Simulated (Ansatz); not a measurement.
Structures of BeGa2: which is lowest?

Plane-wave DFT in Ansatz with scalar-relativistic PAW potentials, cutoff 420 eV, Γ-centred meshes chosen by cell and gap, Gaussian smearing with energies taken to zero width. Every cell was relaxed (cell and atoms) in a run of its own, within the symmetry of its start. Functional: PBE.

Relaxed structures (starts from databases or built by putting these elements on another compound's sites):
A. I4_1/amd, 6 atoms in the computed cell, a = 2.778 Å, c = 22.808 Å; sites (symmetry × multiplicity) Be -4m2 × 4, Ga 2mm. × 8; start: built
B. P6/mmm, 3 atoms in the computed cell, a = 4.547 Å, c = 2.607 Å; sites (symmetry × multiplicity) Be 6/mmm × 1, Ga -6m2 × 2; start: built

Task: Rank them by energy. Could pressure change the order?

Result:
| structure | group | E − E(lowest) (meV/atom) | V (Å³/atom) | gap on mesh (eV) |
| --- | --- | --- | --- | --- |
| A | I4_1/amd | 0.0 | 14.67 | 0.00 |
| B | P6/mmm | 242 | 15.56 | 0.00 |

A is lowest, 242 meV/atom under B. The lowest is also the densest of these, so pressure wouldn't bring one of the others in at first order. Other structures may lie lower than all of these, and vibrations aren't counted.